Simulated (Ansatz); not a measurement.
Input:

B:
```cif
data_B12
_chemical_formula_sum 'B12'
_space_group_name_H-M_alt 'P 1'
_space_group_IT_number 1
_cell_length_a 5.03985
_cell_length_b 5.03985
_cell_length_c 5.03985
_cell_angle_alpha 58.155
_cell_angle_beta 58.155
_cell_angle_gamma 58.155
loop_
_space_group_symop_operation_xyz
  'x, y, z'
loop_
_atom_site_label
_atom_site_type_symbol
_atom_site_fract_x
_atom_site_fract_y
_atom_site_fract_z
_atom_site_occupancy
B1 B 0.00987 0.65441 0.00987 1
B2 B 0.99013 0.34559 0.99013 1
B3 B 0.00987 0.00987 0.65441 1
B4 B 0.99013 0.99013 0.34559 1
B5 B 0.65441 0.00987 0.00987 1
B6 B 0.34559 0.99013 0.99013 1
B7 B 0.22051 0.63175 0.22051 1
B8 B 0.77949 0.36825 0.77949 1
B9 B 0.22051 0.22051 0.63175 1
B10 B 0.77949 0.77949 0.36825 1
B11 B 0.63175 0.22051 0.22051 1
B12 B 0.36825 0.77949 0.77949 1
```

This is the r²SCAN-relaxed structure.

**Question.** All from the program Ansatz at the r²SCAN level (PAW), unless another level is named. Give the smallest direct gap on the standard path.

**Answer.** 2.04 eV.

**Question.** And the band gap?

**Answer.** 1.60 eV (indirect).

**Question.** Predict the electron effective mass.

**Answer.** 0.41, 0.71, 1.0 mₑ (principal values).

**Question.** What about the valence-band maximum?

**Answer.** at T.

Space group R-3m (α-B12). The cell was relaxed with r²SCAN under the symmetry of its start; phonons on a q-mesh show no instability.

Potentials: the later of the program's two PAW sets.
